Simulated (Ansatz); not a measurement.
Method: DFT PBE, scalar-relativistic, plane waves, PAW (Ansatz 0.2.0). Cutoff 420 eV, Γ-centred meshes of about 0.25 Å⁻¹ or finer for metals and 0.3 Å⁻¹ for insulators (2π included), Gaussian smearing. No spin polarisation.

This relaxed Na₃AlO₃ cell comes from a structure search over trial cells.

```yaml
crystal:
  lattice:
    - [2.94411, -6.39411, 0.00000]
    - [2.94411, 6.39411, 0.00000]
    - [-1.41566, 0.00000, 5.33530]
  atoms:
    - { symbol: Na, position: [0.75988, 0.24012, 0.50000] }
    - { symbol: Na, position: [0.24012, 0.75988, 0.50000] }
    - { symbol: Na, position: [0.23337, 0.23337, 0.47072] }
    - { symbol: Na, position: [0.76663, 0.76663, 0.52928] }
    - { symbol: Na, position: [0.66729, 0.33270, 0.00000] }
    - { symbol: Na, position: [0.33270, 0.66729, 0.00000] }
    - { symbol: Al, position: [0.09968, 0.90032, 0.00000] }
    - { symbol: Al, position: [0.90032, 0.09968, 0.00000] }
    - { symbol: O, position: [0.96009, 0.62666, 0.76618] }
    - { symbol: O, position: [0.37334, 0.03991, 0.23382] }
    - { symbol: O, position: [0.85742, 0.85742, 0.15170] }
    - { symbol: O, position: [0.62666, 0.96009, 0.76618] }
    - { symbol: O, position: [0.03991, 0.37334, 0.23382] }
    - { symbol: O, position: [0.14258, 0.14258, 0.84830] }
```

Task: Is it a true minimum?

Result: It is locally stable on this q mesh, but a lower structure lies near. The phonons at Γ show no imaginary mode. With atoms moved at random and symmetry off, it falls by 27 meV/atom into P-1 (No. 2). Conventional cell: a = 5.592 Å, b = 5.838 Å, c = 6.612 Å, α = 78.7°, β = 87.3°, γ = 68.1°. Around Na on its first site lie 4 O at 2.28–2.42 Å, 8 Na at 2.98–3.29 Å, 1 O at 3.07 Å and 1 Al at 3.10 Å; Na on its second site is surrounded by 3 O at 2.29–2.40 Å, 1 O at 2.67 Å, 1 Al at 3.01 Å, 4 Na at 3.03–3.19 Å and 1 O at 3.07 Å; Al is surrounded by 4 O at 1.75–1.84 Å, 1 Al at 2.59 Å and 5 Na at 2.99–3.25 Å; O on its first site is surrounded by 1 Al at 1.75 Å and 4 Na at 2.28–2.34 Å; 3 more sites not described.

```
Na Al O
1.0
     5.59181    0.00000    0.00000
     2.18115    5.41531    0.00000
     0.30949    1.26869    6.48219
Na Al O
6 2 6
Cartesian
  3.5359 1.9813 3.5880
  4.5465 4.7027 2.8942
  4.8912 5.2557 5.8967
  3.1912 1.4283 0.5855
  0.7776 2.0320 2.3115
  7.3048 4.6520 4.1707
  1.9844 4.8702 1.1564
  6.0980 1.8138 5.3258
  6.5301 5.7144 2.2830
  2.7707 3.4406 1.8305
  1.0501 0.6206 0.4602
  5.3118 3.2434 4.6517
  1.5524 0.9696 4.1992
  7.0324 6.0634 6.0219
```

